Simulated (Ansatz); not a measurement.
# Tb4S, before and after

The guess for Tb4S was made by a generator: random cell by space group and Wyckoff sites (F-43m, No. 216). Its size is a rough estimate.

start.cif

```cif
data_structure
_symmetry_space_group_name_H-M 'F-43m'
_symmetry_Int_Tables_number 216
_cell_length_a 8.1908
_cell_length_b 8.1908
_cell_length_c 8.1908
_cell_angle_alpha 90.000
_cell_angle_beta 90.000
_cell_angle_gamma 90.000
_cell_volume 549.51
loop_
_atom_site_label
_atom_site_type_symbol
_atom_site_symmetry_multiplicity
_atom_site_Wyckoff_symbol
_atom_site_fract_x
_atom_site_fract_y
_atom_site_fract_z
_atom_site_occupancy
Tb1 Tb 16 e 0.38401 0.11599 0.88401 1
S1 S 4 c 0.25000 0.25000 0.25000 1
```

Method: DFT PBE, scalar-relativistic, plane waves, PAW, and for the lanthanide a 4f-in-core norm-conserving potential (Ansatz 0.2.0). Cutoff 690 eV, Gaussian smearing, Γ-centred meshes. Cell and atoms relax first on a coarse mesh and then on a finer one. In between, the cell is made exact in the group found at 0.06 Å. In metals the finer mesh still leaves noise of several meV/atom or more. The steps can't lower the symmetry of their start. No spin polarisation.

end.cif

```cif
data_structure
_symmetry_space_group_name_H-M 'F-43m'
_symmetry_Int_Tables_number 216
_cell_length_a 9.0238
_cell_length_b 9.0238
_cell_length_c 9.0238
_cell_angle_alpha 90.000
_cell_angle_beta 90.000
_cell_angle_gamma 90.000
_cell_volume 734.79
loop_
_atom_site_label
_atom_site_type_symbol
_atom_site_symmetry_multiplicity
_atom_site_Wyckoff_symbol
_atom_site_fract_x
_atom_site_fract_y
_atom_site_fract_z
_atom_site_occupancy
Tb1 Tb 16 e 0.87573 0.37573 0.12427 1
S1 S 4 c 0.25000 0.25000 0.25000 1
```

The symmetry stays F-43m (No. 216). The volume per atom grows by 33.7 %, from 27.5 to 36.7 Å³. The shortest distance goes from 2.69 Å (Tb–Tb) to 3.17 Å (Tb–Tb). The energy falls by about 0.39 eV/atom (the start's value is from the coarse mesh). The end is written in a standard setting, so origin, axes and order of atoms can differ from the start's.

```json
{"Volume per atom": "36.74 Å³", "Density": "6.04 g/cm³", "Formation energy": "+0.73 eV/atom", "Gap on the 8×8×8 mesh of the 5-atom cell": "0 eV (a metal)"}
```

Formation energies are uncorrected and refer to the elements' standard structures at the same level. A positive value: parting into the elements would lower its energy.

The last run used Gaussian smearing of 0.10 eV. The reference form of S is held partly by dispersion forces, which this level lacks. Symmetry constrained the relaxation, so the result can be a saddle point. In all, the 3 runs took 2.8 min on 1 thread of Arm Neoverse V2 (shared host). Another cell of Tb4S relaxed alike, in Pm-3m, lies 1.39 eV/atom lower, so this cell isn't the stable form at this level.

The lanthanide is trivalent by construction, without f bands, f moments or other valences. The reference runs of the other elements, and any phases without the lanthanide, used 420 eV, which shifts energies against them by under 10 meV/atom. The lanthanide's reference is the lowest of its hcp, dhcp and fcc cells.
